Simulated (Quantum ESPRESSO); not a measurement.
## Mg2Ga2Pt3Mo (input and log of a self-consistent run)

Simulated, not a measurement. The program is pw.x of Quantum ESPRESSO 7.5 (plane-wave density functional theory). The cell is made up: eight metal atoms on a hexagonal close-packed lattice, with elements, volume, strain and displacements drawn at random and not relaxed, so it may be unstable or far from any real phase. PseudoDojo standard norm-conserving files set the functional (PBE unless stated); there is no spin polarisation or spin-orbit coupling, the Fermi-Dirac width of 0.25 eV means electrons at about 2900 K, and the masses in the input are unused placeholders. Heavy elements are run without spin-orbit coupling, which real alloys of them have. A spin test at this wide smearing found no moment, but such smearing suppresses magnetism that the real alloy may have.

Input:

```
&control calculation='scf', pseudo_dir='./dojo.nc.sr.pbe.v0_5.standard.upf', outdir='./o', disk_io='medium', tprnfor=.true., tstress=.true. /
&system ibrav=0, nat=8, ntyp=4, nbnd=70, ecutwfc=84.00895049, nosym=.true., tot_charge=0,
 occupations='smearing', smearing='fd', degauss=0.0183746611
/
&electrons conv_thr=1.470e-08, electron_maxstep=70, mixing_beta=0.5 /
ATOMIC_SPECIES
Ga 1.0 Ga.upf
Mg 1.0 Mg.upf
Mo 1.0 Mo.upf
Pt 1.0 Pt.upf
CELL_PARAMETERS angstrom
-3.0392 -0.0095 0.0392
0.0164 5.3564 0.0708
1.6356 -2.8028 -9.5229
ATOMIC_POSITIONS angstrom
Mg 0.004 0.0115 -0.0359
Ga 0.0831 1.7612 -2.3694
Pt 0.0397 -0.0978 -4.7412
Pt 0.1142 1.6643 -7.0789
Mo -1.5371 2.6438 0.0641
Ga -1.4321 4.3309 -2.286
Mg -1.4237 2.5486 -4.7415
Pt -1.4575 -0.9404 -7.1004
K_POINTS automatic
8 5 3 1 1 1
```

The log is shortened where brackets say so; the opening notice, blank lines, dates and the lines on written files are dropped, and the path of the files is cut. It prints rydbergs, bohrs and kilobars, and counts compression as positive stress. Its total energy is the free energy E - TS of the whole cell.

```
     Program PWSCF v.7.5
     Parallel version (MPI & OpenMP), running on       1 processor cores
     Number of MPI processes:                 1
     Threads/MPI process:                     1
     [start-up lines left out]
     bravais-lattice index     =            0
     lattice parameter (alat)  =       5.7438  a.u.
     unit-cell volume          =    1039.7429 (a.u.)^3
     number of atoms/cell      =            8
     number of atomic types    =            4
     number of electrons       =       114.00
     number of Kohn-Sham states=           70
     kinetic-energy cutoff     =      84.0090  Ry
     charge density cutoff     =     336.0358  Ry
     scf convergence threshold =      1.5E-08
     mixing beta               =       0.5000
     number of iterations used =            8  plain     mixing
     Exchange-correlation= PBE
                           (   1   4   3   4   0   0   0)
     [axes and pseudopotential details left out]
   Cartesian axes
     site n.     atom                  positions (alat units)
         1        Mg     tau(   1) = (   0.0013160   0.0037836  -0.0118113  )
         2        Ga     tau(   2) = (   0.0273403   0.5794436  -0.7795444  )
         3        Pt     tau(   3) = (   0.0130615  -0.0321767  -1.5598784  )
         4        Pt     tau(   4) = (   0.0375724   0.5475630  -2.3289934  )
         5        Mo     tau(   5) = (  -0.5057136   0.8698234   0.0210892  )
         6        Ga     tau(   6) = (  -0.4711680   1.4248877  -0.7521054  )
         7        Mg     tau(   7) = (  -0.4684044   0.8385021  -1.5599771  )
         8        Pt     tau(   8) = (  -0.4795248  -0.3093963  -2.3360670  )
     number of k points=    60  Fermi-Dirac smearing, width (Ry)=  0.0184
                       cart. coord. in units 2pi/alat
        k(    1) = (  -0.0637344   0.0580132  -0.0812170), wk =   0.0333333
        k(    2) = (  -0.0609641   0.0551749   0.1328772), wk =   0.0333333
     [further k points left out]
     Dense  grid:   108171 G-vectors     FFT dimensions: (  36,  60, 120)
     Estimated max dynamical RAM per process >     194.33 MB
     Initial potential from superposition of free atoms
     starting charge     113.9912, renormalised to     114.0000
     Starting wfcs are   68 randomized atomic wfcs +    2 random wfcs
     total cpu time spent up to now is       17.9 secs
     per-process dynamical memory:   109.5 Mb
     Self-consistent Calculation
     iteration #  1     ecut=    84.01 Ry     beta= 0.50
     Davidson diagonalization with overlap
     ethr =  1.00E-02,  avg # of iterations =  3.0
     Threshold (ethr) on eigenvalues was too large:
     Diagonalizing with lowered threshold
     Davidson diagonalization with overlap
     ethr =  7.07E-04,  avg # of iterations =  1.0
     total cpu time spent up to now is      113.7 secs
     total energy              =   -1467.29806100 Ry
     estimated scf accuracy    <       0.83157561 Ry
     iteration #  2     ecut=    84.01 Ry     beta= 0.50
     Davidson diagonalization with overlap
     ethr =  7.29E-04,  avg # of iterations =  4.2
     total cpu time spent up to now is      167.8 secs
     total energy              =   -1466.94538822 Ry
     estimated scf accuracy    <       7.16637812 Ry
     iteration #  3     ecut=    84.01 Ry     beta= 0.50
     Davidson diagonalization with overlap
     ethr =  7.29E-04,  avg # of iterations =  3.9
     total cpu time spent up to now is      216.6 secs
     total energy              =   -1467.48684137 Ry
     estimated scf accuracy    <       1.27761944 Ry
     iteration #  4     ecut=    84.01 Ry     beta= 0.50
     Davidson diagonalization with overlap
     ethr =  7.29E-04,  avg # of iterations =  2.0
     total cpu time spent up to now is      262.9 secs
     total energy              =   -1467.56580651 Ry
     estimated scf accuracy    <       1.62272407 Ry
     iteration #  5     ecut=    84.01 Ry     beta= 0.50
     Davidson diagonalization with overlap
     ethr =  7.29E-04,  avg # of iterations =  1.5
     total cpu time spent up to now is      309.1 secs
     total energy              =   -1467.61332594 Ry
     estimated scf accuracy    <       0.73243940 Ry
     [iterations 6 to 9 left out]
     iteration # 10     ecut=    84.01 Ry     beta= 0.50
     Davidson diagonalization with overlap
     ethr =  4.39E-07,  avg # of iterations =  3.0
     total cpu time spent up to now is      609.2 secs
     total energy              =   -1467.66069960 Ry
     estimated scf accuracy    <       0.00007075 Ry
     iteration # 11     ecut=    84.01 Ry     beta= 0.50
     Davidson diagonalization with overlap
     ethr =  6.21E-08,  avg # of iterations =  1.2
     total cpu time spent up to now is      674.0 secs
     total energy              =   -1467.66070593 Ry
     estimated scf accuracy    <       0.00000311 Ry
     iteration # 12     ecut=    84.01 Ry     beta= 0.50
     Davidson diagonalization with overlap
     ethr =  2.72E-09,  avg # of iterations =  2.7
     total cpu time spent up to now is      751.2 secs
     total energy              =   -1467.66070633 Ry
     estimated scf accuracy    <       0.00000012 Ry
     iteration # 13     ecut=    84.01 Ry     beta= 0.50
     Davidson diagonalization with overlap
     ethr =  1.01E-10,  avg # of iterations =  3.8
     total cpu time spent up to now is      838.8 secs
     total energy              =   -1467.66070635 Ry
     estimated scf accuracy    <       0.00000002 Ry
     iteration # 14     ecut=    84.01 Ry     beta= 0.50
     Davidson diagonalization with overlap
     ethr =  1.89E-11,  avg # of iterations =  2.0
     total cpu time spent up to now is      934.5 secs
     End of self-consistent calculation
     [lines on levels left out]
!    total energy              =   -1467.66070635 Ry
     estimated scf accuracy    <          5.2E-09 Ry
     smearing contrib. (-TS)   =      -0.09160740 Ry
     internal energy E=F+TS    =   -1467.56909895 Ry
     The total energy is F=E-TS. E is the sum of the following terms:
     one-electron contribution =    -617.59867730 Ry
     hartree contribution      =     357.49878239 Ry
     xc contribution           =    -278.08054770 Ry
     ewald contribution        =    -929.38865634 Ry
     convergence has been achieved in  14 iterations
     Forces acting on atoms (cartesian axes, Ry/au):
     atom    1 type  2   force =    -0.00040533   -0.00722470    0.03988928
     atom    2 type  1   force =     0.00035285   -0.00241878    0.01847376
     atom    3 type  4   force =     0.00124390   -0.00397655    0.03587606
     atom    4 type  4   force =    -0.00139735   -0.01127814   -0.01656439
     atom    5 type  3   force =     0.00195629    0.00692379    0.00579991
     atom    6 type  1   force =    -0.00271734    0.00431530   -0.02277190
     atom    7 type  2   force =    -0.00100749   -0.00007051   -0.03144904
     atom    8 type  4   force =     0.00197448    0.01372961   -0.02925369
     Total force =     0.079793     Total SCF correction =     0.000356
     Computing stress (Cartesian axis) and pressure
          total   stress  (Ry/bohr**3)                   (kbar)     P=     -153.41
  -0.00096731  -0.00001587   0.00004594         -142.30       -2.33        6.76
  -0.00001587  -0.00099735   0.00001323           -2.33     -146.71        1.95
   0.00004594   0.00001323  -0.00116400            6.76        1.95     -171.23
     init_run     :     14.29s CPU     17.88s WALL (       1 calls)
     electrons    :    841.56s CPU    916.58s WALL (       1 calls)
     forces       :     16.40s CPU     16.67s WALL (       1 calls)
     stress       :     57.67s CPU     58.15s WALL (       1 calls)
     [timing details left out]
     PWSCF        :  15m30.81s CPU  16m54.90s WALL
     JOB DONE.
```

In other units: free energy -19968.541 eV for the cell, pressure -15.34 GPa, largest force component 1.026 eV/Å in size. The run took 1017 s of wall time with one process on a shared machine (AMD EPYC, Zen 5, virtual cores), so the time is rough. A rerun of this cell at a higher cutoff and on a denser mesh moved values by no more than 0.011 eV in energy, 0.19 GPa in stress and 0.007 eV/Å in force, and a second program with other atomic files agreed on that cell to 2 % rms in force and 0.5 GPa in pressure.